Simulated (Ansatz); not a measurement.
BP (CsCl type, Pm-3m) at seven volumes, DFT-PBE in the program Ansatz with PAW potentials, scaled uniformly. One row is withheld.

```csv
V (Å³/atom),P (GPa)
9.098,?
9.398,9.39
9.698,4.37
9.998,0.00
10.298,-3.79
10.597,-6.93
10.897,-9.53
```

Fit the shown pressures and predict the withheld one.

P = (3/2)B₀(x^(7/2) − x^(5/2))[1 + (3/4)(B′ − 4)(x − 1)] with x = (V₀/V)^(2/3). Least squares on the six rows gives V₀ = 9.996 Å³/atom, B₀ = 134 GPa, B′ = 4.34. At V = 9.098, x = 1.0648 and P = 15.48 GPa. The run itself gave 15.18 GPa.

The cell is a constructed one: a structure type filled with these elements; neither database checked (COD, Materials Project) lists it. It is not the phase usual at ambient conditions (space group No. 216). The cell was relaxed with PBE under the symmetry of its start. At this level the phase is dynamically unstable (imaginary phonons).

Potentials: the later of the program's two PAW sets.
